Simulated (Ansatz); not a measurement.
Relax this structure to zero stress and force, keeping its symmetry:

```cif
data_structure
_symmetry_space_group_name_H-M 'P 1'
_symmetry_Int_Tables_number 1
_cell_length_a 3.1542
_cell_length_b 3.1542
_cell_length_c 3.1542
_cell_angle_alpha 93.951
_cell_angle_beta 93.951
_cell_angle_gamma 93.951
_cell_volume 31.15
loop_
_atom_site_label
_atom_site_type_symbol
_atom_site_fract_x
_atom_site_fract_y
_atom_site_fract_z
_atom_site_occupancy
Te1 Te 0.50000 0.50000 0.50000 1
```

These are results of DFT r2SCAN, scalar-relativistic, plane waves, PAW in Ansatz 0.2.0, not measurements.

Cutoff 500 eV; k points 15×15×15 on the computed 1-atom cell (Γ-centred); Gaussian smearing, width 0.10 eV; no spin polarisation.

What does it relax to?

The volume rises by 1.17 Å³/atom to 32.32 Å³/atom, and the energy falls by 8.2 meV/atom. Final structure:
```cif
data_structure
_symmetry_space_group_name_H-M 'R-3m:H'
_symmetry_Int_Tables_number 166
_cell_length_a 4.5512
_cell_length_b 4.5512
_cell_length_c 5.4051
_cell_angle_alpha 90.000
_cell_angle_beta 90.000
_cell_angle_gamma 120.000
_cell_volume 96.96
loop_
_atom_site_label
_atom_site_type_symbol
_atom_site_symmetry_multiplicity
_atom_site_Wyckoff_symbol
_atom_site_fract_x
_atom_site_fract_y
_atom_site_fract_z
_atom_site_occupancy
Te1 Te 3 b 0.00000 0.00000 0.50000 1
```

Course of the relaxation (steps run on the plane waves of an earlier cell, and the basis is chosen afresh near the end, so energy and pressure can step there; trial steps that raised the energy were taken back; energies are free energies):

| step | E − E_final (meV/atom) | P (GPa) | V (Å³/atom) |
| --- | --- | --- | --- |
| 1 | 8.2 | 1.81 | 31.15 |
| 2 | 4.1 | -0.87 | 32.67 |
| 3 | 2.2 | -0.09 | 32.21 |
| 4 | 0.9 | -0.03 | 32.26 |
| 5 | 0.3 | 0.02 | 32.29 |
| 6 | 0.3 | -0.01 | 32.34 |
| 7 | 0.2 | 0.00 | 32.33 |
| 8 | 0.2 | 0.00 | 32.32 |
| 9 | 0.2 | 0.00 | 32.32 |
| 10 | 0.0 | 0.01 | 32.32 |

Cost: 1 run of about 2.7 core-minutes, on Arm Neoverse V1 (shared hosts).